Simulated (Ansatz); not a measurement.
Nb₂AlB₂:
```yaml
crystal:
  lattice:
    - [3.09662, 0.00000, 0.00000]
    - [-1.54831, 2.68175, 0.00000]
    - [0.00000, 0.00000, 7.53428]
  atoms:
    - { symbol: Nb, position: [0.33333, 0.66667, 0.70679] }
    - { symbol: Nb, position: [0.33333, 0.66667, 0.29321] }
    - { symbol: Al, position: [0.00000, 0.00000, 0.00000] }
    - { symbol: B, position: [0.00000, 0.00000, 0.50000] }
    - { symbol: B, position: [0.66667, 0.33333, 0.50000] }
```

Relaxed with PBEsol. Special points in fractions of this cell's reciprocal vectors: Γ (0.000, 0.000, 0.000); M (0.500, 0.000, 0.000); K (0.333, 0.333, 0.000); A (0.000, 0.000, 0.500); L (0.500, 0.000, 0.500); H (0.333, 0.333, 0.500).

Question: List the band energies nearest the Fermi level at these points for plane-wave PAW PBEsol (Ansatz code).

Answer: In eV from the Fermi level; about four levels below and three above (degenerate sets whole), none deeper than 8.9 eV; points with the same levels are listed once.

```json
[
 {"k": "Γ", "below": "-0.46 -0.46 -0.17 -0.17", "above": "1.30 2.15 2.15"},
 {"k": "M", "below": "-3.83 -3.24 -2.98 -0.84", "above": "1.21 1.62 2.77"},
 {"k": "K", "below": "-2.75 -1.77 -1.69 -0.91", "above": "1.36 1.63 1.97"},
 {"k": "A", "below": "-0.41 -0.41 -0.20 -0.20", "above": "1.14 1.97 1.97"},
 {"k": "L", "below": "-3.11 -2.80 -2.78 -1.23", "above": "0.85 1.14 3.45"},
 {"k": "H", "below": "-2.69 -2.05 -2.01 -1.28", "above": "1.42 2.92 3.20"}
]
```

Space group P-6m2. The start of the workflow was typed in or built on a structure type; neither database checked (COD, Materials Project) lists it. Its standing as an ambient phase is unchecked. Symmetry was held in the PBEsol relaxation; its stability against distortions is not shown here. The run is not spin-polarised. Spin–orbit coupling is left out wherever it is not named.

Potentials: the earlier of the program's two PAW sets. The files were generated under PBE; for other functionals the program regenerates the frozen cores, and for LDA and PBEsol the local potential too.
